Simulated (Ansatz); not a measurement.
ZnSe:
Space group F-43m (No. 216); a = b = c = 5.7330 Å, α = β = γ = 90.00°

```tsv
atom	site	symmetry	x	y	z
Se	4c	-43m	0.2500	0.2500	0.2500
Zn	4a	-43m	0.0000	0.0000	0.0000
```
(The calculation used a cell of 2 atoms; values per cell refer to that cell.)

Relaxed with PBE.

### Question
Give the optical modes at the zone centre with their infrared and Raman activity from DFPT, PBE (plane waves, PAW; program Ansatz).

### Answer
Transverse frequencies, without the LO–TO term; a row sums one degenerate level.

```csv
ω (cm⁻¹),degeneracy,IR ((D/Å)²/amu),Raman (Å⁴/amu),activity,symmetry
194,3,8.59,0.11,IR+Raman,T2
```

### Question
How high does the top mode go among those that the LO–TO term moves?

### Answer
235 cm⁻¹ for q along x.

The cell was relaxed with PBE under the symmetry of its start; phonons on a q-mesh show no instability.

Potentials: the later of the program's two PAW sets.
